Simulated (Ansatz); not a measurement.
**Ansatz run, Lu5As4Pd4**

The input, for Ansatz 0.2.0 (plane waves, PAW):

```yaml
crystal:
  lattice:
    - [0.0, 0.0, 3.967542]
    - [5.472135, -5.472135, 1.983771]
    - [5.472135, 5.472135, -1.983771]
  atoms:
    - { symbol: As, position: [0.24482, 0.82177, 0.31141] }
    - { symbol: As, position: [0.06659, 0.68859, 0.82177] }
    - { symbol: As, position: [0.75518, 0.17823, 0.68859] }
    - { symbol: As, position: [0.93341, 0.31141, 0.17823] }
    - { symbol: Lu, position: [0.38055, 0.92917, 0.69027] }
    - { symbol: Lu, position: [0.30972, 0.30973, 0.92917] }
    - { symbol: Lu, position: [0.61945, 0.07083, 0.30973] }
    - { symbol: Lu, position: [0.69028, 0.69027, 0.07083] }
    - { symbol: Pd, position: [0.11028, 0.29519, 0.51575] }
    - { symbol: Pd, position: [0.40547, 0.48425, 0.29519] }
    - { symbol: Pd, position: [0.88972, 0.70481, 0.48425] }
    - { symbol: Pd, position: [0.59453, 0.51575, 0.70481] }
    - { symbol: Lu, position: [0.0, 0.0, 0.0] }
  symmetry: { tolerance: 0.0003 }
kpoints:
  mp_grid: { grid: [6, 6, 6], shift: [0, 0, 0] }
  band_path:
    path:
      - [0.0, 0.0, 0.0]
      - [0.0, 0.0, 0.5]
      - [0.0, 0.5, 0.5]
      - [0.0, 0.0, 0.0]
      - [0.56571121, 0.28285561, -0.28285561]
      - [0.43428879, 0.71714439, 0.28285561]
      - [0.0, 0.5, 0.5]
      - [0.0, 0.0, 0.5]
      - [0.5, 0.25, 0.25]
      - [0.5, 0.5, 0.0]
      - [0.0, 0.0, 0.0]
    npoints: 7
magnetization:
  spin_polarized: false
scf:
  occupations: { method: fermi_dirac }
  lower_state_search: "off"
  max_iter: 200
hamiltonian:
  pseudopotentials: { kind: paw }
  xc: r2scan
basis:
  ecutwfc: 500
  fft_grid_basis: typed
output:
  forces: true
  stress: true
  eigenvalues: true
  bader: true
  populations: true
  elf: true
  write_potential: true
  volumetric_format: npy
  dos:
    e_range: [-12, 8]
    de: 0.05
    projected: { site_lists: { As: [As], Lu: [Lu], Pd: [Pd] } }
  write_density: true
checkpoint:
  read: saved_state
```

Run as

```sh
ansatz run input.yaml --threads 1 --pin off --max-ram 2560MiB --backend cpu --events-out ev --progress --plain --runs-dir out
```

The saved state is an earlier solution for the same cell, perhaps on another mesh. 

Output (shortened):

```
SCF iter   1: F=-121132.8806 eV  Δρ=1.56e-3  dr2=1.54e-3  dr2_τ=2.06e-3
SCF iter   2: F=-121132.8812 eV  Δρ=8.64e-4  dr2=6.48e-4  dr2_τ=2.40e-4
SCF iter   3: F=-121132.8813 eV  Δρ=1.69e-4  dr2=6.00e-5  dr2_τ=4.73e-6
SCF iter   4: F=-121132.8811 eV  Δρ=1.20e-4  dr2=4.65e-5  dr2_τ=2.70e-6
SCF iter   5: F=-121132.8812 eV  Δρ=5.05e-5  dr2=8.58e-6  dr2_τ=7.45e-7
SCF iter   6: F=-121132.8812 eV  Δρ=3.12e-5  dr2=2.25e-6  dr2_τ=2.57e-7
SCF iter   7: F=-121132.8812 eV  Δρ=1.18e-5  dr2=8.31e-7  dr2_τ=3.66e-8
SCF iter   8: F=-121132.8812 eV  Δρ=9.90e-6  dr2=3.27e-7  dr2_τ=1.61e-8
SCF iter   9: F=-121132.8812 eV  Δρ=4.53e-6  dr2=6.09e-8  dr2_τ=3.41e-9
Free energy (F): -121132.8812 eV
Harris-Foulkes:  -121132.8812 eV  (|F-HF|=2.18e-9)
Internal energy: -121132.7054 eV  (E = F + TS)
E sigma→0 (E₀):  -121132.7933 eV
Entropy (-TS):   -0.1758 eV (-13.522 meV/atom)
Fermi energy:    17.6958 eV
--- Forces (eV/Å), atoms counted from 1 ---
  atom   1  As    -0.1574     0.4718     0.0000
  atom   2  As    -0.4718    -0.1574     0.0000
  atom   3  As     0.1574    -0.4718     0.0000
  atom   4  As     0.4718     0.1574     0.0000
  atom   5  Lu    -2.0795    -0.2787     0.0000
  atom   6  Lu     0.2787    -2.0795     0.0000
  atom   7  Lu     2.0795     0.2787     0.0000
  atom   8  Lu    -0.2787     2.0795     0.0000
  atom   9  Pd     0.3299    -0.2598     0.0000
  atom  10  Pd     0.2598     0.3299     0.0000
  atom  11  Pd    -0.3299     0.2598     0.0000
  atom  12  Pd    -0.2598    -0.3299     0.0000
  atom  13  Lu     0.0000     0.0000     0.0000
--- Stress (GPa, compression-positive) ---
        5.4010       0.0000       0.0000
        0.0000       5.4010       0.0000
        0.0000       0.0000       7.5212
  P = ⅓ Tr σ = 6.1078 GPa (61.078 kbar)
--- Bader charges: 13 sites ---
  site symbol  charge [e]  shift [e]
     0     As     -1.2992     0.0010
     1     As     -1.2992     0.0010
     2     As     -1.2992     0.0010
     3     As     -1.2993     0.0010
     4     Lu      1.4574     0.0001
     5     Lu      1.4573     0.0001
     6     Lu      1.4574     0.0001
     7     Lu      1.4574     0.0001
     8     Pd     -0.4073     0.0009
     9     Pd     -0.4073     0.0009
    10     Pd     -0.4074     0.0009
    11     Pd     -0.4074     0.0009
    12     Lu      0.9968     0.0002
```

Origin: a known structure type with other elements, at an estimated volume, so it need not be a known compound. Caveats: atoms or cell far from equilibrium.

Run time, from a saved density: 5.3 min on 1 thread of Intel(R) Xeon(R) 6975P-C (Granite Rapids) (shared host), peak memory 2 GiB.
